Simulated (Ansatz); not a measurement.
Sc$_{3}$Al (Cu3Au type, Pm-3m) under volume change, r²SCAN in the plane-wave PAW code Ansatz, scaled uniformly.

```
V (Å³/atom)  E − E(relaxed) (meV/atom)  P (GPa)
-----------  -------------------------  -------
19.726                            41.5     7.32
20.377                            17.5     4.53
21.027                             4.2     2.10
21.677                             0.0     0.00
22.327                             3.8    -1.82
22.978                            14.4    -3.40
23.628                            31.1    -4.80
```

Task: What does a third-order Birch–Murnaghan fit give for V₀, B₀ and B′?

Result: V₀ = 21.68 Å³/atom, B₀ = 65.2 GPa, B′ = 3.7.

The first step of the workflow began from a Materials Project structure, measured or hypothetical; the Crystallography Open Database copy checked does not list it. Its standing as an ambient phase is unchecked. The cell was relaxed with r²SCAN under the symmetry of its start; its stability against distortions is not shown here. The run is not spin-polarised.

Potentials: the later of the program's two PAW sets.
